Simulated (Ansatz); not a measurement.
Zr:
```xyz
2
Lattice="3.1433 0.0000 0.0000 -1.5716 2.7221 0.0000 0.0000 0.0000 5.0923" Properties=species:S:1:pos:R:3 pbc="T T T"
Zr     0.0000     1.8148     3.8192
Zr     1.5716     0.9074     1.2731
```

Relaxed with LDA. Special points in fractions of this cell's reciprocal vectors: Γ (0.000, 0.000, 0.000); M (0.500, 0.000, 0.000); K (0.333, 0.333, 0.000); A (0.000, 0.000, 0.500); L (0.500, 0.000, 0.500); H (0.333, 0.333, 0.500).

Problem. List the band energies nearest the Fermi level at these points for plane-wave PAW LDA (Ansatz code).

Solution. In eV from the Fermi level; about four levels below and three above (degenerate sets whole), none deeper than 8.9 eV; points with the same levels are listed once.

```json
[
 {"k": "Γ", "below": "-5.77 -3.24", "above": "0.85 0.86 0.86"},
 {"k": "M", "below": "-2.82 -2.62 -2.38", "above": "0.04 0.58 0.74"},
 {"k": "K", "below": "-2.33 -1.32 -1.32 -1.10", "above": "0.21 0.21 1.84"},
 {"k": "A", "below": "-4.01 -4.01 -0.05 -0.05", "above": "0.79 0.79 0.79 0.79"},
 {"k": "L", "below": "-3.09 -3.09 -1.26 -1.26", "above": "1.94 1.94 2.37 2.37"},
 {"k": "H", "below": "-1.59 -1.59 -1.34 -1.34", "above": "0.06 0.06 2.06 2.06"}
]
```

Space group P6_3/mmc (hcp (Mg type)). The cell was relaxed with LDA under the symmetry of its start. The run is not spin-polarised. Scalar-relativistic: spin–orbit coupling is off unless named, which matters more the heavier the elements.

Potentials: the earlier of the program's two PAW sets. The files were generated under PBE; for other functionals the program regenerates the frozen cores, and for LDA and PBEsol the local potential too.
